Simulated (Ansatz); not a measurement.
## A vibration from a frozen displacement in NbH$_{2}$

These are results of DFT PBEsol, scalar-relativistic, plane waves, PAW in Ansatz 0.2.0, not measurements. The runs took a 420 eV cutoff, a Γ-centred 18×18×18 mesh and Gaussian smearing (0.15 eV). No spin polarisation. Energies are free energies at this smearing, counted from the undisturbed cell; pressure is positive in compression.

Zero of the scan (as given, not relaxed at this level; it stands at -5.3 GPa, and it needn't be the usual structure):

```yaml
crystal:
  lattice:
    - [0.00000, 2.28150, 2.28150]
    - [2.28150, 0.00000, 2.28150]
    - [2.28150, 2.28150, 0.00000]
  atoms:
    - { symbol: Nb, position: [0.00000, 0.00000, 0.00000] }
    - { symbol: H, position: [0.25000, 0.25000, 0.25000] }
    - { symbol: H, position: [0.75000, 0.75000, 0.75000] }
```

Every H atom is moved by x along the Cartesian unit vector (0.000, 0.000, -1.000); the cell and all other atoms stay fixed. The cell's volume is 23.75 Å³; the moved atoms weigh 2.016 u together and the others 92.906 u. Some rows repeat others by symmetry and weren't run.

```
  x (Å)  ΔE (meV/cell) total force on the moved atoms along the move (eV/Å) pressure (GPa)
-0.2000         168.13                                                1.7178         -2.6220
-0.1750         128.03                                                1.4906         -3.2466
-0.1500          93.58                                                1.2662         -3.7922
-0.1250          64.67                                                1.0470         -4.2585
-0.1000          41.20                                                0.8306         -4.6419
-0.0750          23.11                                                0.6178         -4.9414
-0.0500          10.26                                                0.4104         -5.1574
-0.0250           2.57                                                0.2054         -5.2884
 0.0000           0.00                                                0.0000         -5.3325
 0.0250           2.57                                               -0.2054         -5.2884
 0.0500          10.26                                               -0.4104         -5.1574
 0.0750          23.11                                               -0.6178         -4.9414
 0.1000          41.20                                               -0.8306         -4.6419
 0.1250          64.67                                               -1.0470         -4.2585
 0.1500          93.58                                               -1.2662         -3.7922
 0.1750         128.03                                               -1.4906         -3.2466
 0.2000         168.13                                               -1.7178         -2.6220
```

What frequency belongs to this motion?

The force constant is k = −dF/dx = 8.216 eV/Å², from the parabola through x = -0.0250, 0 and 0.0250. In every cell the moved atoms swing against the rest, so the mass is μ = m₁m₂/(m₁ + m₂) = 1.973 u, and ν̃ = 521.5 cm⁻¹ × √(|k|/μ) = 1064 cm⁻¹, at this cell's pressure of -5.3 GPa. To first order in x, and within 1 %, the force on every atom lies along the move and, within each of the two groups, in proportion to the atom's mass, so this is itself a mode at the zone centre of this cell.

How far does the harmonic law reach?

At x = -0.200 Å, kx²/2 = 164.32 meV against the computed 168.13 meV (+2.3 %): the well is still close to harmonic there.

The pressure changes with x². What does that say about the frequency under compression?

With E = k(V)x²/2, k ∝ V^(−2γ) and x scaling with the cell as V^(1/3), P − P0 = −∂E/∂V = (2γ − 2/3) ΔE/V. At x = 0.0500 Å, V(P − P0) = 23.75 × 0.17509 / 160.2 eV = 25.96 meV and ΔE = 10.26 meV, so γ = 1/3 + V(P − P0)/(2ΔE) = 1.60. This is the Grüneisen parameter of the motion under uniform scaling of the cell: shrinking the cell evenly by 1 % in volume raises the frequency by about 1.60 %.

In a metal these slopes depend on the k mesh and the smearing.